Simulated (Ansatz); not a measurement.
A geometry of Al2Cu away from equilibrium: step 7 of the relaxation of a generated trial cell of Al2Cu in the AFLOW prototype A2B_cP6_224_b_a (C3, as in Cu2O). Calculation: PBE (plane waves to 420 eV, PAW, scalar-relativistic; Ansatz, a first-principles code). Γ-centred k-mesh 7×7×7 on the run's cell (coarser than for final values), Fermi–Dirac smearing 0.05 eV.

```yaml
crystal:
  lattice:
    - [5.18488, 0.00000, 0.00000]
    - [0.00000, 5.18488, 0.00000]
    - [0.00000, 0.00000, 5.18488]
  atoms:
    - { symbol: Al, position: [0.75000, 0.75000, 0.75000] }
    - { symbol: Al, position: [0.75000, 0.25000, 0.25000] }
    - { symbol: Al, position: [0.25000, 0.75000, 0.25000] }
    - { symbol: Al, position: [0.25000, 0.25000, 0.75000] }
    - { symbol: Cu, position: [0.00000, 0.00000, 0.00000] }
    - { symbol: Cu, position: [0.50000, 0.50000, 0.50000] }
```

Q: Which atoms carry the largest force, and which way does it point?

A: No atom: all forces are below 0.005 eV/Å; only the cell is out of equilibrium.

Q: What is the pressure?

A: +2.2 GPa, compression positive.

Q: How much energy per atom can still be gained by relaxing?

A: 0.01 eV/atom; the path ends in Pn-3m (No. 224) (AFLOW prototype A2B_cP6_224_b_a (C3, as in Cu2O)).

No spin polarisation in the result. A magnetic state may lie lower.

The run could not lose the symmetry of its start: the end is stationary, and may be a saddle point rather than a minimum.

All atoms sit on sites fixed by symmetry, so only the cell could relax.

The end of the path is a generated cell of Al2Cu: the first start was made by placing the elements on the sites of a structure type, and the end was not matched to a known phase here, so it may be hypothetical. Known forms of Al2Cu include space group No. 140.
